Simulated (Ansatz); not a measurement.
AgI (zinc blende)

```xyz
2
Lattice="0.0000 3.3140 3.3140 3.3140 0.0000 3.3140 3.3140 3.3140 0.0000" Properties=species:S:1:pos:R:3 pbc="T T T"
Ag     0.0000     0.0000     0.0000
I      1.6570     1.6570     1.6570
```

The slice is a {111} plane (indices of the conventional cell) through the point (0.250, 0.250, 0.250) (fractional), spanned by u = [100] and v = [-1 2 0] in vectors of this cell: u (4.69 Å) and v (8.12 Å, at 90° to u). It covers one period; positions are fractions (u, v).

Computed with PBE (plane waves to 420 eV, PAW, scalar-relativistic; Ansatz, an electronic-structure program). k mesh 9×9×9. Near the nuclei the fields are pseudised (PAW); where an atom keeps semicore shells as valence, they peak there. AgI was relaxed with its symmetry unable to fall. Spin-orbit coupling is left out, though I is heavy.

Q: Predict the map of the valence electron density on the slice.

A: 
```
|@@%%**++==----------==++**%%|
|##**++====--======--====++**|
|++++====--==++++++==--====++|
|====------==++++++==------==|
|::::::::--====++====--::::::|
|........::--======--::......|
|      ..::----------::..    |
|    ..::----======----::..  |
|    ..::--==++++++==--::..  |
|  ..::--==++**##**++==--::..|
|....::==++**%%@@%%**++==::..|
|::::--==++##@@@@@@##++==--::|
|------==++**%%@@%%**++==----|
|====--====++**##**++====--==|
|++++==--====++++++====--==++|
|++++==------======------==++|
|++====--::::::::::::::--====|
|====--::..............::--==|
|------::..          ..::----|
|====----::..      ..::----==|
|++++==--::..      ..::--==++|
|##**++==--::..  ..::--==++**|
|@@%%**++==::......::==++**%%|
|@@@@##++==--::::::--==++##@@|
```
Scale: ten equal steps from -2.00 (start of ' ') to 1.28 (end of '@'), in the order ' .:-=+*#%@'. Values: log₁₀ of the valence density in e/Å³. The map has 14 points along u (two characters each, u = 0 at the left) and 24 along v (v = 0 in the bottom row). The scale is logarithmic, as a density can span decades between atoms and voids.
